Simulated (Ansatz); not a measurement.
Mechanical response of Sc (P6_3/mmc)

```
CELL_PARAMETERS angstrom
3.27530 0.00000 0.00000
-1.63765 2.83650 0.00000
0.00000 0.00000 5.10589
ATOMIC_POSITIONS crystal
Sc 0.33333 0.66667 0.25000
Sc 0.66667 0.33333 0.75000
```

The conventional cell has a = 3.275 Å, b = 3.275 Å, c = 5.106 Å, α = 90.00°, β = 90.00°, γ = 120.00°. Around Sc (atom 1) lie 12 Sc at 3.18 to 3.28 Å.

Computed, not measured; unless marked otherwise by PBEsol, all-electron LAPW in Ansatz 0.2.0, scalar-relativistic. k mesh 14×14×8, Fermi-Dirac smearing of 0.100 eV, basis error target 1 meV/atom. The cell was relaxed by PAW under this functional, which moved its volume by -5 % from the database entry's.

The cell is hexagonal and carries a residual pressure of 0.00 GPa at this level. Each strain component that symmetry leaves independent is applied at ±0.005, the ions relax wherever a strain frees them, and the stress (tension positive, GPa) is read. Shears are engineering strains, γ = 2ε.

| strain | size | σxx | σyy | σzz | σyz | σxz | σxy |
| --- | --- | --- | --- | --- | --- | --- | --- |
| xx | -0.005 | -0.5344 | -0.2030 | -0.1383 | 0.0000 | 0.0000 | 0.0000 |
| xx | +0.005 | 0.5068 | 0.1865 | 0.1614 | 0.0000 | 0.0000 | 0.0000 |
| zz | -0.005 | -0.1581 | -0.1581 | -0.5111 | 0.0000 | 0.0000 | 0.0000 |
| zz | +0.005 | 0.1417 | 0.1417 | 0.5249 | 0.0000 | 0.0000 | 0.0000 |
| yz | -0.005 | -0.0073 | -0.0057 | 0.0118 | -0.1607 | 0.0000 | 0.0000 |
| yz | +0.005 | -0.0073 | -0.0057 | 0.0118 | 0.1607 | 0.0000 | 0.0000 |

A central difference gives one constant, for example C11 ≈ (0.5068 − (-0.5344))/(0.01) = 104.1 GPa; the program then imposes the crystal's symmetry on the whole matrix.

Task: What are the independent elastic constants?

Result: C11 = 104.1, C12 = 38.9, C13 = 30.0, C33 = 103.6, C44 = 32.1 GPa.

Task: Is the crystal stable against homogeneous strain?

Result: The least eigenvalue of the 6×6 matrix is 32.1 GPa, so yes.

Task: What moduli does a random aggregate of grains have?

Result: Voigt and Reuss bounds: B from 56.5 to 56.6 and G from 33.4 to 33.6 GPa; their means are B = 56.6 and G = 33.5 GPa. Then E = 9BG/(3B + G) = 83.9 GPa, ν = (3B − 2G)/(6B + 2G) = 0.253 and B/G = 1.69, on the brittle side of Pugh's 1.75 (a rule of thumb).

Task: With the density of 3.147 g/cm³, how fast does sound travel, and what Debye temperature follows?

Result: 

```json
{"direction": "x", "slow (m/s)": "3196", "middle (m/s)": "3217", "fast (m/s)": "5751"}
{"direction": "y", "slow (m/s)": "3196", "middle (m/s)": "3217", "fast (m/s)": "5751"}
{"direction": "z", "slow (m/s)": "3196", "middle (m/s)": "3196", "fast (m/s)": "5737"}
```

The mean of v⁻³ over directions and branches gives v_m = 3621 m/s and θ_D = (ħ/k_B) v_m (6π²n)^(1/3) = 375 K, n being atoms per volume. Young's modulus spans 81 to 91 GPa over directions, and the universal anisotropy index is 0.03.

Task: How far do the constants move if PAW replaces LAPW in the same cell?

Result: 

```tsv
constant	LAPW (GPa)	PAW (GPa)	difference
C11	104.1	104.1	0.0
C12	38.9	39.0	0.1
C13	30.0	30.0	0.0
C33	103.6	103.6	0.0
C44	32.1	32.1	0.0
```

Known limits: responses of metals move with mesh and smearing; the frozen-core PAW files of the compared runs were fitted under PBE, their cores solved anew for this functional.
